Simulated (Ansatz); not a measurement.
(100) slab cut from the bulk of CeO2, 15 Å of vacuum:

```
CELL_PARAMETERS angstrom
3.86372 0.00000 0.00000
0.00000 3.86372 0.00000
0.00000 0.00000 25.92826
ATOMIC_POSITIONS crystal
O 0.50000 0.00000 0.28926
O 0.00000 0.50000 0.28926
Ce 0.50000 0.50000 0.34194
O 0.00000 0.50000 0.39463
O 0.50000 0.00000 0.39463
Ce 0.00000 0.00000 0.44731
O 0.50000 0.00000 0.50000
O 0.00000 0.50000 0.50000
Ce 0.50000 0.50000 0.55269
O 0.00000 0.50000 0.60537
O 0.50000 0.00000 0.60537
Ce 0.00000 0.00000 0.65806
O 0.50000 0.00000 0.71074
O 0.00000 0.50000 0.71074
```

These are results of DFT PBE, scalar-relativistic, plane waves, PAW in Ansatz 0.2.0, not measurements. Plane waves to 420 eV, a k mesh through Γ of 7×7×1 on the computed 14-atom cell and Gaussian smearing (0.05 eV); no spin polarisation. The cell repeats along c with a dipole correction in the vacuum.

This base run converges in 12 iterations with a largest force of 1.350 eV/Å and a work function of 9.28 eV on the top face.

Settings are then changed, some of them on purpose to poor values; changes count from the base run. The slab isn't stoichiometric, so no surface energy is given.

Problem. What does each change do? functional PBEsol; occupations gaussian 0.5 eV; field of 0.6 V/Å along c; occupations cold 0.2 eV; cutoff 550 eV; functional LDA; field of -0.3 V/Å along c; field of 0.1 V/Å along c.

Solution. 
```json
{"change": "functional PBEsol", "outcome": "converged", "SCF iterations": "12", "ΔE at zero smearing (meV/atom)": "", "Δφ top (eV)": "+0.02", "largest force (eV/Å)": "1.298"}
{"change": "occupations gaussian 0.5 eV", "outcome": "converged", "SCF iterations": "11", "ΔE at zero smearing (meV/atom)": "-9.5", "Δφ top (eV)": "-0.21", "largest force (eV/Å)": "1.941"}
{"change": "field of 0.6 V/Å along c", "outcome": "converged", "SCF iterations": "29", "ΔE at zero smearing (meV/atom)": "-12.9", "Δφ top (eV)": "", "largest force (eV/Å)": "1.437"}
{"change": "occupations cold 0.2 eV", "outcome": "converged", "SCF iterations": "31", "ΔE at zero smearing (meV/atom)": "-1.5", "Δφ top (eV)": "-0.01", "largest force (eV/Å)": "1.248"}
{"change": "cutoff 550 eV", "outcome": "converged", "SCF iterations": "13", "ΔE at zero smearing (meV/atom)": "-4.0", "Δφ top (eV)": "0.00", "largest force (eV/Å)": "1.349"}
{"change": "functional LDA", "outcome": "converged", "SCF iterations": "14", "ΔE at zero smearing (meV/atom)": "", "Δφ top (eV)": "+0.30", "largest force (eV/Å)": "1.345"}
{"change": "field of -0.3 V/Å along c", "outcome": "converged", "SCF iterations": "34", "ΔE at zero smearing (meV/atom)": "-3.2", "Δφ top (eV)": "", "largest force (eV/Å)": "1.394"}
{"change": "field of 0.1 V/Å along c", "outcome": "converged", "SCF iterations": "31", "ΔE at zero smearing (meV/atom)": "-0.4", "Δφ top (eV)": "", "largest force (eV/Å)": "1.365"}
```

Settings at which electrons spill into the vacuum are left out.

Spin-orbit coupling is left out, which matters for the bands of heavy elements. Without a Hubbard U the f levels lie too near the Fermi level, so gaps, band edges and the localisation of f electrons are unreliable. The bulk is an insulator but this unreconstructed slab is metallic: the cut is polar, off stoichiometry or leaves dangling bonds, and a real surface would compensate by reconstruction, vacancies or adsorbates.
